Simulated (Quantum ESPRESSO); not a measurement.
# Band energies of BeTe

```
BeTe
1.0
    0.00000     2.80338     2.80338
    2.80338     0.00000     2.80338
    2.80338     2.80338     0.00000
Be Te
1 1
Cartesian
  0.00000   0.00000   0.00000
  1.40169   1.40169   1.40169
```

PBE (stringent potentials; Quantum ESPRESSO, PseudoDojo norm-conserving, 107 Ry, scalar-relativistic); path ΓXWKΓLUWLK,UX; energies in eV from the valence-band maximum.

| k (1/Å) | point | band 10 | band 11 | band 12 | band 13 | band 14 | band 15 | band 16 | band 17 |
|---|---|---|---|---|---|---|---|---|---|
| 0.00 | Γ | -36.26 | -12.39 | 0.00 | 0.00 | 0.00 | 3.62 | 3.62 | 3.62 |
| 0.34 |  | -36.26 | -12.10 | -1.46 | -0.89 | -0.89 | 3.11 | 4.95 | 4.95 |
| 0.78 |  | -36.25 | -11.04 | -4.22 | -2.33 | -2.33 | 2.20 | 3.35 | 8.17 |
| 1.12 | X | -36.25 | -10.51 | -5.17 | -2.69 | -2.69 | 1.96 | 2.67 | 9.84 |
| 1.23 |  | -36.25 | -10.51 | -5.14 | -2.78 | -2.75 | 2.14 | 2.84 | 9.60 |
| 1.57 |  | -36.25 | -10.48 | -4.72 | -3.62 | -3.22 | 4.37 | 4.88 | 6.63 |
| 1.68 | W | -36.25 | -10.47 | -4.63 | -3.76 | -3.26 | 5.31 | 5.58 | 5.61 |
| 2.08 | K | -36.25 | -10.53 | -4.81 | -3.94 | -2.27 | 2.70 | 5.30 | 7.97 |
| 2.47 |  | -36.26 | -11.09 | -4.41 | -3.22 | -1.23 | 3.78 | 5.57 | 6.22 |
| 2.87 |  | -36.26 | -12.00 | -2.31 | -1.30 | -0.28 | 3.98 | 4.09 | 4.50 |
| 3.17 |  | -36.26 | -12.36 | -0.26 | -0.11 | -0.01 | 3.65 | 3.65 | 3.73 |
| 3.27 | Γ | -36.26 | -12.39 | 0.00 | 0.00 | 0.00 | 3.62 | 3.62 | 3.62 |
| 3.59 |  | -36.26 | -12.12 | -2.01 | -0.39 | -0.39 | 3.51 | 4.18 | 4.18 |
| 4.02 |  | -36.26 | -11.24 | -5.10 | -1.05 | -1.05 | 3.18 | 4.64 | 4.64 |
| 4.24 | L | -36.25 | -11.01 | -5.62 | -1.15 | -1.15 | 3.13 | 4.61 | 4.61 |
| 4.43 |  | -36.25 | -10.95 | -5.51 | -1.81 | -1.34 | 3.57 | 4.60 | 5.04 |
| 4.73 |  | -36.25 | -10.67 | -4.99 | -3.54 | -1.95 | 3.07 | 6.62 | 6.82 |
| 4.92 | U | -36.25 | -10.53 | -4.81 | -3.94 | -2.27 | 2.70 | 5.30 | 7.97 |
| 5.12 |  | -36.25 | -10.51 | -4.74 | -3.86 | -2.76 | 3.60 | 5.40 | 6.91 |
| 5.32 | W | -36.25 | -10.47 | -4.63 | -3.76 | -3.26 | 5.31 | 5.58 | 5.61 |
| 5.52 |  | -36.25 | -10.57 | -4.77 | -3.73 | -2.71 | 4.69 | 4.96 | 6.61 |
| 5.91 |  | -36.25 | -10.94 | -5.50 | -1.81 | -1.36 | 3.65 | 4.44 | 5.15 |
| 6.11 | L | -36.25 | -11.01 | -5.62 | -1.15 | -1.15 | 3.13 | 4.61 | 4.61 |
| 6.20 |  | -36.25 | -11.00 | -5.59 | -1.30 | -1.19 | 3.26 | 4.57 | 4.70 |
| 6.54 |  | -36.25 | -10.73 | -5.12 | -3.22 | -1.83 | 3.22 | 6.19 | 6.39 |
| 6.80 | K | -36.25 | -10.53 | -4.81 | -3.94 | -2.27 | 2.70 | 5.30 | 7.97 |
| 6.80 | U | -36.25 | -10.53 | -4.81 | -3.94 | -2.27 | 2.70 | 5.30 | 7.97 |
| 7.19 | X | -36.25 | -10.51 | -5.17 | -2.69 | -2.69 | 1.96 | 2.67 | 9.84 |

The PBE gap is indirect, 1.96 eV, from Γ to X; the smallest direct gap is 3.62 eV.

Spin-orbit coupling is left out, which matters for elements this heavy: edges can move by tenths of an eV.

Geometry relaxed with PBEsol.
